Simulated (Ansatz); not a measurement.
## Be5Pt: computed property card

Be$_{5}$Pt:
```xyz
6
Lattice="0.0000 2.9699 2.9699 2.9699 0.0000 2.9699 2.9699 2.9699 0.0000" Properties=species:S:1:pos:R:3 pbc="T T T"
Be     4.4548     4.4548     4.4548
Be     2.2301     3.7097     3.7097
Be     2.2301     2.2301     2.2301
Be     3.7097     3.7097     2.2301
Be     3.7097     2.2301     3.7097
Pt     0.0000     0.0000     0.0000
```

Space group F-43m (No. 216); conventional cell a = b = c = 5.9398 Å, α = β = γ = 90.00°.

Method: the program Ansatz at the PBEsol level (PAW). Structure relaxed to zero pressure with the same functional. Other levels are named where they apply.

### Cell and energy

```yaml
volume_per_atom: 8.73 Å³
density: 7.61 g/cm³
Formation energy from the elements (no fitted shifts): -479 meV/atom
```

### Electronic structure

```yaml
band_gap: 0.16 eV (indirect)
valence_band_maximum: on the K–Γ line, 65 % of the way from K
conduction_band_minimum: at W (6 equivalent valleys)
smallest_direct_gap_on_the_standard_path: 0.76 eV
electron_effective_mass: 0.099, 0.099, 13 mₑ (principal values)
hole_effective_mass: 0.13, 0.19, 0.34 mₑ (principal values)
HSE06 gap on the PBEsol cell: 0.35 eV
Gap with spin–orbit coupling: none (metallic)
```

### Mechanics

```yaml
Bulk modulus (Birch–Murnaghan fit): 174 GPa
Pressure derivative B′: 3.9
Elastic constants (relaxed ions, GPa): C11 = 412, C12 = 55.6, C44 = 165
mechanical_stability: stable (all eigenvalues of C positive)
hill_bulk_and_shear_moduli: 174 and 170 GPa
Young's modulus: 385 GPa
Poisson's ratio: 0.13
debye_temperature_from_the_elastic_constants: 749 K
```

### Dielectric response

```yaml
Electronic dielectric constant ε∞ (DFPT): 20.8
Static dielectric constant ε0 (ions relaxed, cell fixed): 31.9
Born charges (a third of the trace): Be +0.67 to +2.39, Pt -5.05 e
```

### Phonons

```yaml
Highest zone-centre frequency (without LO–TO term): 883 cm^-1
zone_centre_stability: no imaginary mode at Γ
dynamical_stability_on_the_path: stable (no imaginary branch)
zero_point_energy: 84.0 meV/atom
Vibrational entropy at 300 K: 14.0 J/(K·mol of atoms)
```

The workflow started from a Materials Project entry (that database holds measured and hypothetical structures alike); the Crystallography Open Database copy checked does not list it. With Be and Pt taken as one species the cell has the higher symmetry Fd-3m, so it may be an ordered model of a mixed-site phase. Its standing as an ambient phase is unchecked. The cell was relaxed with PBEsol under the symmetry of its start. No spin polarisation was allowed. The references are the lowest solids computed at this level, not always the standard phases. Scalar-relativistic: spin–orbit coupling is off unless named, which matters more the heavier the elements.

Potentials: the later of the program's two PAW sets.
